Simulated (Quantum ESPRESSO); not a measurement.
## Convergence of NMR parameters in CdTe

```yaml
crystal:
  lattice:
    - [0.00000, 3.28211, 3.28211]
    - [3.28211, 0.00000, 3.28211]
    - [3.28211, 3.28211, 0.00000]
  atoms:
    - { symbol: Cd, position: [0.00000, 0.00000, 0.00000] }
    - { symbol: Te, position: [0.25000, 0.25000, 0.25000] }
```
The cell comes from the Materials Project (a computed structure). It is CdTe in F-43m. Stability against distortions was not tested.

Method: σ by PBE GIPAW on JTH datasets (Quantum ESPRESSO, modified build). The cutoff rises from row to row, with the meshes as listed. Costs are rough, from a shared machine. Shieldings are absolute and leave out the bulk-susceptibility term; a larger σ means a smaller chemical shift. Spin–orbit coupling is left out; its weight grows with the heaviest atom, Te here. No d partial waves on Te: the paramagnetic term there is incompletely reconstructed. The band gap at this level is small, which makes the paramagnetic part of σ large and sensitive to the functional. Static lattice: thermal averaging is not included.

| setting | cutoff (Ha) | k-mesh |
|---|---|---|
| A | 10 | 5×5×5 shifted |
| B | 20 | 7×7×7 shifted |
| C | 30 | 10×10×10 shifted |

Task: From which setting on does σ_iso Te (ppm) stay within 1 of the tightest run?

Result: From C on (only the tightest run itself). Differences from the tightest run: A 35.8, B 43.6.

```json
[
 {"setting": "A", "cutoff (Ha)": "10", "k-mesh": "5×5×5 shifted", "σ_iso Cd (ppm)": "2889.9", "σ_iso Te (ppm)": "3467.6", "f-sum rule missed by (%)": "1.2", "rough cost ratio": "about 1"},
 {"setting": "B", "cutoff (Ha)": "20", "k-mesh": "7×7×7 shifted", "σ_iso Cd (ppm)": "2915.3", "σ_iso Te (ppm)": "3475.4", "f-sum rule missed by (%)": "0.00", "rough cost ratio": "8"},
 {"setting": "C", "cutoff (Ha)": "30", "k-mesh": "10×10×10 shifted", "σ_iso Cd (ppm)": "2917.5", "σ_iso Te (ppm)": "3431.7", "f-sum rule missed by (%)": "0.01", "rough cost ratio": "40"}
]
```
